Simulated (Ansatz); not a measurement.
**Ansatz run, Mn₂ZnAs₂**

input.yaml (Ansatz 0.2.0)

```yaml
crystal:
  lattice:
    - [4.125674, 0.0, 0.0]
    - [-2.062837, 3.57294, 0.0]
    - [0.0, 0.0, 6.614767]
  atoms:
    - { symbol: Mn, position: [0.3333, 0.6667, 0.36944] }
    - { symbol: Mn, position: [0.6667, 0.3333, 0.63056] }
    - { symbol: As, position: [0.3333, 0.6667, 0.76793] }
    - { symbol: As, position: [0.6667, 0.3333, 0.23207] }
    - { symbol: Zn, position: [0.0, 0.0, 0.0] }
  symmetry: { tolerance: 0.0003 }
kpoints:
  mp_grid: { grid: [3, 3, 2], shift: [0, 0, 0] }
magnetization:
  spin_polarized: false
scf:
  occupations: { method: fermi_dirac, width: 0.0768 }
hamiltonian:
  pseudopotentials: { kind: paw }
  xc: hse06
basis:
  ecutwfc: 420
  fft_grid_basis: typed
output:
  forces: true
  stress: true
  eigenvalues: true
  bader: true
  populations: true
  elf: true
  write_potential: true
  volumetric_format: npy
  dos:
    e_range: [-12, 8]
    de: 0.05
    projected: { site_lists: { As: [As], Mn: [Mn], Zn: [Zn] } }
    method: { smearing: { sigma: 0.1, scheme: gaussian } }
```

Parts of the output:

```
SCF iter   1: F=—  Δρ=9.04e-3  dr2=1.35e-1
SCF iter   2: F=—  Δρ=1.12e-2  dr2=1.05e-1
SCF iter   3: F=—  Δρ=3.16e-3  dr2=1.14e-2
SCF iter   4: F=—  Δρ=2.31e-3  dr2=6.49e-3
SCF iter   5: F=—  Δρ=1.34e-3  dr2=2.20e-3
SCF iter   6: F=—  Δρ=5.42e-4  dr2=3.15e-4
SCF iter   7: F=—  Δρ=3.40e-4  dr2=1.25e-4
SCF iter   8: F=—  Δρ=2.06e-4  dr2=4.40e-5
SCF iter   9: F=—  Δρ=4.07e-5  dr2=1.01e-6
SCF iter  10: F=—  Δρ=1.89e-5  dr2=6.62e-7
…
hybrid outer 3: dexx = +5.676e-5 eV, tail = 1.32e-6 eV, Δε = 8.04e-3 eV (about 8.34e-4 eV left of the loop's levels), ΔF = 1.31e-2 eV/Å (tail 2.03e-3)
SCF iter   1: F=—  Δρ=6.91e-6  dr2=3.20e-8
SCF iter   2: F=—  Δρ=6.60e-6  dr2=2.32e-8
SCF iter   3: F=—  Δρ=6.80e-6  dr2=5.82e-8
SCF iter   4: F=—  Δρ=8.76e-6  dr2=9.56e-8
SCF iter   5: F=—  Δρ=2.62e-6  dr2=6.13e-9
SCF iter   6: F=—  Δρ=1.96e-6  dr2=1.78e-9
SCF iter   7: F=—  Δρ=9.04e-7  dr2=3.37e-10 (applied; sched 1.77e-12)
SCF iter   8: F=-20822.9273 eV  Δρ=2.57e-7  dr2=4.11e-11 (applied; sched 1.00e-12)
hybrid outer 4: dexx = +2.215e-7 eV, tail = 1.57e-9 eV, Δε = 3.74e-4 eV (about 4.38e-5 eV left of the loop's levels), ΔF = 7.37e-4 eV/Å (tail 1.26e-4)
Free energy (F): -20822.9273 eV
Frozen-core exchange: fock
Harris-Foulkes:  -20822.9273 eV  (|F-HF|=2.55e-11)
Internal energy: -20822.8961 eV  (E = F + TS)
E sigma→0 (E₀):  -20822.9117 eV
Entropy (-TS):   -0.0311 eV (-6.227 meV/atom)
Fermi energy:    9.8162 eV
--- Per-component energies (eV) ---
  E_band       = -1214.6374
  E_kinetic    = 941.6845
  E_local      = -9638.7093  (includes V_loc(G=0)·N_el)
  E_nonlocal   = -230.4940
  E_hartree    = 4479.7064
  E_xc         = -413.1238
  E_vxc        = -392.3565  (∫ρ·V_xc dr)
  E_exx        = -289.8752  (= α·E_x^exact, valence–valence)
  E_paw        = -7922.1114  (= ΣΔE_a)
  E_vpaw       = -274.4242  (= ΣTr[D̂ρ^β])
  E_aug_tail   = -0.0004  (compensation charges beyond the density's cutoff)
  E_ewald      = -7748.7002
  E_core_change = -1.2729  (= ΣΔE_core)
  E_smearing   = -0.0311  (= −TS)
--- Forces (eV/Å), atoms counted from 1 ---
  atom   1  Mn     0.0000     0.0000     0.1454
  atom   2  Mn     0.0000     0.0000    -0.1454
  atom   3  As     0.0000     0.0000    -2.0169
  atom   4  As     0.0000     0.0000     2.0169
  atom   5  Zn     0.0000     0.0000     0.0000
--- Stress (GPa, compression-positive) ---
      -13.9668       0.0000       0.0000
        0.0000     -13.9668       0.0000
        0.0000       0.0000     -19.3120
  P = ⅓ Tr σ = -15.7486 GPa (-157.486 kbar)
```

Absolute energies hang on the potentials; compare differences alone.

Origin: a database entry at a rescaled volume. Caveats: the exchange threshold is loose for a stress; the SCF threshold is loose for a stress; no spin polarisation, so a magnetic state may lie lower; forces this large suggest misplaced atoms in the database entry; hybrid functional on a coarse k mesh; atoms or cell far from equilibrium.
